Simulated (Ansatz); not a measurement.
NaF:
```cif
data_FNa
_chemical_formula_sum 'Na1 F1'
_space_group_name_H-M_alt 'P 1'
_space_group_IT_number 1
_cell_length_a 3.24882
_cell_length_b 3.24882
_cell_length_c 3.24882
_cell_angle_alpha 60.000
_cell_angle_beta 60.000
_cell_angle_gamma 60.000
loop_
_space_group_symop_operation_xyz
  'x, y, z'
loop_
_atom_site_label
_atom_site_type_symbol
_atom_site_fract_x
_atom_site_fract_y
_atom_site_fract_z
_atom_site_occupancy
Na1 Na 0.00000 0.00000 0.00000 1
F1 F 0.50000 0.50000 0.50000 1
```

Relaxed with r²SCAN.

Which orbitals make up the states near the band edges in r²SCAN (plane waves, PAW; program Ansatz)?

Top 1 eV of the valence band: F 2p 98 %. Bottom 1 eV of the conduction band: Na 3s 75 %, F 2s 18 %. Projections are on Löwdin-orthogonalised atomic valence shells; empty p or d shells of many metals are not among them.

Tabulate the density of states.

States/eV per cell of 2 atoms, in 0.25 eV bins, energy from the valence-band maximum.

```
E (eV)  total  F 2p  Na 3s  F 2s
------  -----  ----  -----  ----
-1.80    0.00  0.00   0.00  0.00
-1.55    0.54  0.49   0.04  0.00
-1.30    3.91  3.67   0.20  0.01
-1.05    2.65  2.49   0.12  0.01
-0.80    2.07  2.00   0.04  0.00
-0.55    4.28  4.21   0.03  0.00
-0.30    8.90  8.82   0.01  0.00
-0.05    1.65  1.64   0.00  0.00
0.20     0.00  0.00   0.00  0.00
0.45     0.00  0.00   0.00  0.00
0.70     0.00  0.00   0.00  0.00
0.95     0.00  0.00   0.00  0.00
1.20     0.00  0.00   0.00  0.00
1.45     0.00  0.00   0.00  0.00
1.70     0.00  0.00   0.00  0.00
1.95     0.00  0.00   0.00  0.00
2.20     0.00  0.00   0.00  0.00
2.45     0.00  0.00   0.00  0.00
2.70     0.00  0.00   0.00  0.00
2.95     0.00  0.00   0.00  0.00
3.20     0.00  0.00   0.00  0.00
3.45     0.00  0.00   0.00  0.00
3.70     0.00  0.00   0.00  0.00
3.95     0.00  0.00   0.00  0.00
4.20     0.00  0.00   0.00  0.00
4.45     0.00  0.00   0.00  0.00
4.70     0.00  0.00   0.00  0.00
4.95     0.00  0.00   0.00  0.00
5.20     0.00  0.00   0.00  0.00
5.45     0.00  0.00   0.00  0.00
5.70     0.00  0.00   0.00  0.00
5.95     0.00  0.00   0.00  0.00
6.20     0.00  0.00   0.00  0.00
6.45     0.00  0.00   0.00  0.00
6.70     0.00  0.00   0.00  0.00
6.95     0.00  0.00   0.00  0.00
7.20     0.00  0.00   0.00  0.00
7.45     0.02  0.00   0.02  0.00
7.70     0.05  0.00   0.04  0.01
7.95     0.07  0.00   0.05  0.01
8.20     0.08  0.00   0.06  0.01
8.45     0.10  0.01   0.08  0.02
8.70     0.12  0.01   0.09  0.02
8.95     0.14  0.01   0.10  0.02
9.20     0.15  0.01   0.12  0.02
9.45     0.17  0.02   0.13  0.02
9.70     0.19  0.02   0.15  0.02
9.95     0.22  0.02   0.17  0.02
10.20    0.24  0.02   0.19  0.02
10.45    0.26  0.02   0.21  0.02
10.70    0.29  0.02   0.23  0.02
10.95    0.32  0.02   0.26  0.02
11.20    0.35  0.02   0.28  0.01
11.45    0.39  0.02   0.30  0.01
11.70    0.47  0.02   0.32  0.01
```

Space group Fm-3m (rock salt). The cell was relaxed with r²SCAN under the symmetry of its start; phonons on a q-mesh show no instability.

Potentials: the later of the program's two PAW sets.
